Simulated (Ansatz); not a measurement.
Zr$_{2}$Ni, in the lowest of the structures calculated here: I4/mcm (No. 140), tI12; a = b = 6.4227 Å, c = 5.1460 Å, α = β = γ = 90.00°; Zr 8h (0.337, 0.163, 0.000); Ni 4a (0.000, 0.000, 0.250). These are PBEsol (plane waves to 420 eV, PAW, scalar-relativistic; Ansatz, a first-principles code) values and carry that method's errors. Element references, the lowest calculated here: Zr (P6/mmm, not the ambient form), Ni (Fm-3m, ferromagnetic).

Q: Estimate the formation energy of this I4/mcm form of Zr2Ni from the elements that PBEsol returns for this input.

A: -0.34 eV/atom.

Static energies, no anion corrections, no zero-point energy. Values are rounded to 0.01 eV/atom. The compounds carry no spin polarisation. A magnetic state may lie lower.
